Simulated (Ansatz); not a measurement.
The relaxed structure here is a generated cell of Cu2O: the first start was made by placing the elements on the sites of a structure type, and the end was not matched to a known phase here, so it may be hypothetical. Known forms of Cu2O include space group No. 224.

A relaxed cell of Cu₂O (P-3m1 (No. 164)), relaxed on a k-mesh at least as fine as the one used below. Calculation: r2SCAN (plane waves to 500 eV, PAW, scalar-relativistic; Ansatz, a quantum-chemistry and plane-wave program). Γ-centred k-mesh 5×5×6 on the run's cell (coarser than for final values), Fermi–Dirac smearing 0.05 eV.

```xyz
9
Lattice="5.6622 0.0000 0.0000 -2.8311 4.9036 0.0000 0.0000 0.0000 4.2150" Properties=species:S:1:pos:R:3 pbc="T T T"
O      0.0000     0.0000     0.0000
O      2.8311     1.6345     2.3660
O      0.0000     3.2691     1.8490
Cu     2.8311     3.2732     3.1635
Cu     4.2502     0.8152     3.1635
Cu     1.4120     0.8152     3.1635
Cu     0.0000     1.6304     1.0515
Cu    -1.4191     4.0884     1.0515
Cu     1.4191     4.0884     1.0515
```

Every atom was then displaced, and the forces became (eV/Å):

```
atom     Fx     Fy     Fz
----  -----  -----  -----
O1     0.76   0.95  -0.60
O2    -1.62   0.48  -1.32
O3     4.22  -2.05   1.36
Cu4   -0.01   0.39   0.50
Cu5    1.90  -1.12   0.89
Cu6   -0.05   0.20  -0.04
Cu7    0.39   0.16   0.11
Cu8   -3.50   1.97  -2.10
Cu9   -2.09  -0.98   1.20
```

Q: Which atom was moved farthest relative to the others, and in which direction?

A: Cu7, by (-0.18, 0.00, 0.00) Å (0.18 Å, mean shift removed); the next is Cu9 with 0.14 Å. Its force makes an angle of 153° with its move.

All displacements (Å):

```json
[
 {"atom": "O1", "ux": "0.025", "uy": "-0.064", "uz": "-0.008"},
 {"atom": "O2", "ux": "0.026", "uy": "-0.039", "uz": "0.110"},
 {"atom": "O3", "ux": "-0.060", "uy": "0.075", "uz": "-0.073"},
 {"atom": "Cu4", "ux": "0.033", "uy": "0.024", "uz": "-0.135"},
 {"atom": "Cu5", "ux": "-0.051", "uy": "0.011", "uz": "0.039"},
 {"atom": "Cu6", "ux": "-0.007", "uy": "-0.036", "uz": "0.036"},
 {"atom": "Cu7", "ux": "-0.180", "uy": "0.008", "uz": "-0.007"},
 {"atom": "Cu8", "ux": "0.119", "uy": "0.070", "uz": "0.035"},
 {"atom": "Cu9", "ux": "0.135", "uy": "0.013", "uz": "-0.061"}
]
```

Q: Estimate the energy cost of the displacement in the harmonic approximation and compare with the calculation.

A: For a harmonic well ΔE = −½ Σ F·u = 0.840 eV a cell, or 93 meV/atom. The calculated energy relative to the undisplaced cell is +0.08 eV/atom, so the harmonic estimate holds well.

No spin polarisation in the result. No Hubbard U is applied.

The run that gave the undisplaced cell could not lose the symmetry of its start; a randomly shaken copy of 9 atoms returns to this structure.
